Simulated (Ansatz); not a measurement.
PbO from LDA upwards

The starting cell is an entry of the Crystallography Open Database (1924):

```yaml
crystal:
  lattice:
    - [3.99000, 0.00000, 0.00000]
    - [0.00000, 3.99000, 0.00000]
    - [0.00000, 0.00000, 5.01000]
  atoms:
    - { symbol: Pb, position: [0.00000, 0.50000, 0.24000] }
    - { symbol: Pb, position: [0.50000, 0.00000, 0.76000] }
    - { symbol: O, position: [0.00000, 0.00000, 0.00000] }
    - { symbol: O, position: [0.50000, 0.50000, 0.00000] }
```

Atoms and cell were relaxed at zero pressure with plane-wave PAW DFT (Ansatz 0.2.0; one set of PAW datasets, made under PBE, for all functionals; 420 eV, r2SCAN 500 eV; 8×8×6 Γ-centred mesh, fermi-dirac occupations of width 0.020 eV; no spin polarisation, no spin-orbit coupling, no dispersion correction), keeping the symmetry (P4/nmm, No. 129).

Question: Which functional gives the smallest cell, and how wide is the spread?

Answer: The relaxed conventional cells:

| functional | a (Å) | c (Å) | volume (Å³/atom) | formation energy (eV/atom) |
| --- | --- | --- | --- | --- |
| LDA | 3.945 | 4.891 | 19.03 | -1.286 |
| PBEsol | 3.988 | 5.081 | 20.20 | -1.112 |
| PBE | 4.057 | 5.611 | 23.09 | -1.094 |
| r2SCAN | 3.988 | 5.329 | 21.19 | -1.245 |
| the entry | 3.990 | 5.010 | 19.94 | – |

LDA gives the smallest volume and PBE the largest, 21.3 % more, the usual order, since LDA overbinds and PBE's gradient terms loosen the lattice. Against the entry's volume: LDA -4.6 %, PBEsol +1.3 %, PBE +15.8 %, r2SCAN +6.3 %. No verdict is drawn from this: the entry is old or was flagged in a check, so the entry may be off as well as the functionals. The axis c stretches most from LDA to PBE (14.7 %), the mark of a weakly bound direction, where the missing dispersion matters. The formation energies span 0.19 eV an atom, lowest under LDA.

Caveats: each relaxation keeps the start's symmetry, so a distorted cell may lie lower; computed cells are at 0 K with fixed nuclei, while the entry holds thermal expansion, often some tenths of a per cent in volume and more in soft crystals; no spin-orbit coupling, which moves formation energies of heavy elements; without dispersion the spacing of weakly bound layers is ill defined; an old entry, and the compound itself may be in doubt; formation energies are at zero smearing against the elements' usual phases under the same functional, gases as free molecules, uncorrected.
